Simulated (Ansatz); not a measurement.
RbCaH3 (cubic perovskite)

```
CELL_PARAMETERS angstrom
      4.39833     0.00000     0.00000
      0.00000     4.39833     0.00000
      0.00000     0.00000     4.39833
ATOMIC_POSITIONS crystal
  Rb 0.00000 0.00000 0.00000
  Ca 0.50000 0.50000 0.50000
  H  0.50000 0.00000 0.50000
  H  0.00000 0.50000 0.50000
  H  0.50000 0.50000 0.00000
```

The slice is a {100} plane (indices of the conventional cell) through the point (0.500, 0.000, 0.500) (fractional), spanned by u = [100] and v = [010] in vectors of this cell: u (4.40 Å) and v (4.40 Å, at 90° to u). It covers one period; positions are fractions (u, v).

All values below come from LDA (plane waves to 420 eV, PAW, scalar-relativistic; Ansatz, a first-principles code). k mesh 8×8×8. These are valence fields of a PAW run, semicore shells included where kept as valence: close to a nucleus they are smooth pseudo fields. RbCaH3 was relaxed with its symmetry unable to fall.

Question: What is the ELF at the density minimum of the shortest Ca–H line in this plane (2.20 Å)?

Answer: 0.17.

Question: Predict the map of the electrostatic potential energy of an electron, from the cell's mean on the slice.

Answer: 
| v \ u | 0.00 | 0.12 | 0.25 | 0.38 | 0.50 | 0.62 | 0.75 | 0.88 |
|---|---|---|---|---|---|---|---|---|
| 0.88 | x | x | 6.1 | 6.1 | 6.0 | 6.1 | 6.1 | x |
| 0.75 | <-2.0 | 0.5 | 4.1 | 6.1 | 6.6 | 6.1 | 4.1 | 0.5 |
| 0.62 | x | x | 0.5 | x | x | x | 0.5 | x |
| 0.50 | x | x | <-2.0 | x | x | x | <-2.0 | x |
| 0.38 | x | x | 0.5 | x | x | x | 0.5 | x |
| 0.25 | <-2.0 | 0.5 | 4.1 | 6.1 | 6.6 | 6.1 | 4.1 | 0.5 |
| 0.12 | x | x | 6.1 | 6.1 | 6.0 | 6.1 | 6.1 | x |
| 0.00 | x | x | 6.6 | 6.0 | 5.6 | 6.0 | 6.6 | x |

Values: electrostatic potential energy of an electron, from the cell's mean, in eV. Points within 0.9 Å of a nucleus are blanked (x), as the pseudised field means little there. Values under -2 eV are set to -2. The zero, the cell's mean, hangs on the PAW cores.
